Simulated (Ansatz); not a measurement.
Consider the following.

Rh:
```
CELL_PARAMETERS angstrom
     -1.52211     1.52211     1.52211
      1.52211    -1.52211     1.52211
      1.52211     1.52211    -1.52211
ATOMIC_POSITIONS crystal
  Rh 0.00000 0.00000 0.00000
```

This is the r²SCAN-relaxed structure.

All from r²SCAN (plane waves, PAW; program Ansatz), unless another level is named. Give the bulk modulus (Birch–Murnaghan fit).

256 GPa.

And the elastic constants (relaxed ions, GPa)?

C11 = 52.2, C12 = 359, C44 = 158.

Space group Im-3m (bcc (W type)). The start of the workflow was typed in or built on a structure type; the Crystallography Open Database copy checked does not list it. It is not the phase usual at ambient conditions (space group No. 225). The r²SCAN relaxation kept the symmetry of its start. At this level the phase is mechanically unstable. The run is not spin-polarised. As this level gives no gap, shear constants depend on the k-mesh and smearing (Fermi–Dirac, 0.1 eV here). On the denser mesh and wider smearing of the elastic run this cell carries a stress of 0.4 GPa.

Potentials: the earlier of the program's two PAW sets.
